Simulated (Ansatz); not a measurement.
BeCl$_{2}$:
```
CELL_PARAMETERS angstrom
     -2.51550     4.70001     2.56332
      2.51550    -4.70001     2.56332
      2.51550     4.70001    -2.56332
ATOMIC_POSITIONS crystal
  Be 0.25000 0.25000 0.00000
  Be 0.75000 0.75000 0.00000
  Cl 0.61604 0.28343 0.89947
  Cl 0.38396 0.71657 0.10053
  Cl 0.88396 0.78343 0.66740
  Cl 0.11604 0.21657 0.33260
```

x, y and z are the axes in which the lattice vectors are written.

**Question.** Give the high-frequency dielectric tensor and the Born effective charge tensors of the independent atoms from DFPT, LDA (plane waves, PAW; program Ansatz).

**Answer.** 
ε∞:
```
2.77  0.00  0.00
0.00  2.80  0.00
0.00  0.00  3.10
```
Z* of atom 1 (Be), rows: field, columns: displacement, in e:
```
1.29  0.00  0.00
0.00  1.31  0.00
0.00  0.00  2.21
```
Z* of atom 3 (Cl), rows: field, columns: displacement, in e:
```
-0.65   0.34   0.00
 0.36  -0.65   0.00
 0.00   0.00  -1.10
```

Static charges for comparison (Bader): Be1 +1.66, Cl3 -0.83 e. Born charges measure polarisation by displacement and can exceed these by far.

Space group Ibam. The workflow started from a Materials Project entry (that database holds measured and hypothetical structures alike); the Crystallography Open Database files this formula in space group No. 72, but the cells were not matched. Whether it is the stable phase at ambient conditions was not checked. The LDA relaxation kept the symmetry of its start; its stability against distortions is not shown here. A crystal of weakly bound chains computed without a dispersion correction: the cell and the soft elastic constants depend strongly on that.

Potentials: the later of the program's two PAW sets.
